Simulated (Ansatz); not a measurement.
GaN in space group P-6m2 (No. 187; Ga on 1a, N on 1f) at seven volumes, PBEsol in the plane-wave PAW code Ansatz, shape and atoms relaxed at each. One row is withheld.

```json
[
 {"V (Å³/atom)": "9.041", "P (GPa)": "22.46"},
 {"V (Å³/atom)": "9.339", "P (GPa)": "13.66"},
 {"V (Å³/atom)": "9.637", "P (GPa)": "6.25"},
 {"V (Å³/atom)": "9.935", "P (GPa)": "-0.01"},
 {"V (Å³/atom)": "10.233", "P (GPa)": "?"},
 {"V (Å³/atom)": "10.531", "P (GPa)": "-9.68"},
 {"V (Å³/atom)": "10.830", "P (GPa)": "-13.27"}
]
```

Fit the shown pressures and predict the withheld one.

P = (3/2)B₀(x^(7/2) − x^(5/2))[1 + (3/4)(B′ − 4)(x − 1)] with x = (V₀/V)^(2/3). Least squares on the six rows gives V₀ = 9.935 Å³/atom, B₀ = 190 GPa, B′ = 4.81. At V = 10.233, x = 0.9805 and P = -5.23 GPa. The run itself gave -5.28 GPa.

A made-up cell: these elements were put on the sites of a structure type; neither database checked (COD, Materials Project) lists it. It is not the phase usual at ambient conditions (space group No. 186, 216). Symmetry was held in the PBEsol relaxation. At this level the phase is dynamically unstable (imaginary phonons).

Potentials: the later of the program's two PAW sets.
